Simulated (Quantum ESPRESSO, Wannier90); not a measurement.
## InSe (C2/m), plane waves to Wannier functions

```xyz
4
Lattice="0.0000 4.1093 0.0000 -1.7232 0.0000 4.7714 5.8264 -2.0547 0.0000" Properties=species:S:1:pos:R:3 pbc="T T T"
In     1.3835     0.0000    -0.2235
In    -1.3835     0.0000     0.2235
Se    -2.4457     2.0547     1.5795
Se     2.4457    -2.0547    -1.5795
```

Materials Project entry mp-21405; symmetrised, unrelaxed at this level. Not found in the COD (Crystallography Open Database) copy used, which has the formula in other groups; not checked further. Method: PBEsol plane waves in Quantum ESPRESSO 7.5 (PseudoDojo norm-conserving files, 69 Ry, no spin polarisation, no spin-orbit coupling), Bloch states on a 8×6×8 mesh through Γ, Wannier90 4.0.1. Density: 8×6×8 mesh, cold smearing 0.01 Ry. The cell is built of weakly bound layers, chains or molecules, whose nearest atoms lie 3.55 Å apart. Database cells relaxed without dispersion often hold them too far apart, which can enlarge gaps and weakens couplings between them; spacing and stacking were not compared with the measured crystal. Spin-orbit coupling is left out although heavy elements are present.

Bands 21-29 form an isolated set from -13.13 to 0.00 eV relative to the valence-band maximum (on the path) and are turned into 9 Wannier functions by minimising the spread from the start: SCDM (isolated).

Centres (Cartesian, Å; one of the equivalent choices) and spreads:

| n | x | y | z | spread (Å²) | nearest atom |
|---|---|---|---|---|---|
| 1 | -2.057 | 1.408 | 1.151 | 2.407 | Se3 |
| 2 | 2.057 | -1.408 | -1.151 | 2.407 | Se4 |
| 3 | -2.466 | 2.055 | 1.950 | 2.201 | Se3 |
| 4 | 2.466 | -2.055 | -1.950 | 2.201 | Se4 |
| 5 | -2.057 | 2.701 | 1.151 | 2.407 | Se3 |
| 6 | 2.057 | -2.701 | -1.151 | 2.407 | Se4 |
| 7 | 3.128 | -2.055 | -1.051 | 2.511 | Se4 |
| 8 | -3.128 | 2.055 | 1.051 | 2.511 | Se3 |
| 9 | 0.000 | 0.000 | 0.000 | 3.199 | In1 |

Ω_I = 20.57 Å², Ω_total = 22.25 Å²; the interpolated bands follow pw.x to 2.3 meV rms on the path. Only this start was tried; a symmetric start can stop on a saddle, and mixtures of these functions could lower the total by at most Ω_total − Ω_I.
